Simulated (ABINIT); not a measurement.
ABINIT input for MgO, PBE with JTH PAW datasets:

```
pp_dirpath "./pseudo"
pseudos "Mg.GGA_PBE-JTH.xml, O.GGA_PBE-JTH.xml"

acell 3*1.0 angstrom
rprim
    0.000000000000     2.097000000000     2.097000000000
    2.097000000000     0.000000000000     2.097000000000
    2.097000000000     2.097000000000     0.000000000000
ntypat 2
znucl 12 8
natom 2
typat 1 2
xred
    0.000000000000     0.000000000000     0.000000000000
    0.500000000000     0.500000000000     0.500000000000
tolsym 1e-5
chksymtnons 0
chkprim 0

ecut 22.5
pawecutdg 45
pawovlp 20
ngkpt 9 9 9
nshiftk 1
shiftk 0 0 0
nband 11
occopt 7
tsmear 0.001
diemac 8
tolvrs 1e-10
nstep 90

nucefg 2
quadmom 0.199 0.0256
nucfc 1
prtwf 0
prtden 0
prteig 0
prtebands 0
prtgsr 0
```

The cell comes from the Materials Project (a computed structure). It is MgO in Fm-3m. Stability against distortions was not tested.

Each row changes or adds one setting. The quadmom values are sizes without sign and don't touch the SCF cycle. The limit is 90 steps.  

```csv
setting typed,SCF steps,k-points,converged
as in the input,14,35,yes
diemac = 1,13,35,yes
diemac = 16,14,35,yes
diemac = 40,14,35,yes
diemix = 1.0,14,35,yes
iscf = 13,14,35,yes
iscf = 3,20,35,yes
iscf = 7,14,35,yes
nline = 2,16,35,yes
nline = 8,13,35,yes
npulayit = 12,13,35,yes
```

Fewest SCF steps among converged rows: 13 (diemac = 1, nline = 8, npulayit = 12); most steps: 20 (iscf = 3). Steps of different solvers differ in work.
